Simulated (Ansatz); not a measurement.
A generated cell, not matched to a known phase here, of Ga4As3P: P-43m (No. 215), cP8; a = 5.6843 Å, b = 5.6843 Å, c = 5.6843 Å, α = 90.00°, β = 90.00°, γ = 90.00°; As 3c (0.000, 0.500, 0.500); P 1a (0.000, 0.000, 0.000); Ga 4e (0.245, 0.245, 0.245). Calculation: PBE (plane waves to 420 eV, PAW, scalar-relativistic; Ansatz, a program for electronic structure). Element references, the lowest calculated here: P (Cmce), As (R-3m), Ga (Cmce).

Total energies (eV/atom, σ → 0; comparable only within this code, potentials and settings):

```csv
phase,E (eV/atom)
Ga4As3P (P-43m),-3807.391
P (Cmce),-755.673
As (R-3m),-4856.143
Ga (Cmce),-3783.026
```

What is the formation energy of this P-43m form of Ga4As3P from the elements?

E_f = -3807.391 − [4 × (-3783.026) + 3 × (-4856.143) + 1 × (-755.673)] / 8 = -0.37 eV/atom (-2.9 eV per formula unit).

A lower structure of this composition may exist.

Static energies, no anion corrections, no zero-point energy. Values are rounded to 0.01 eV/atom. Not shown to be the ambient phase of their composition (a lower form may be missing, and a cell relaxed within its start's symmetry can be a saddle point): Ga4As3P (P-43m). The compounds carry no spin polarisation.
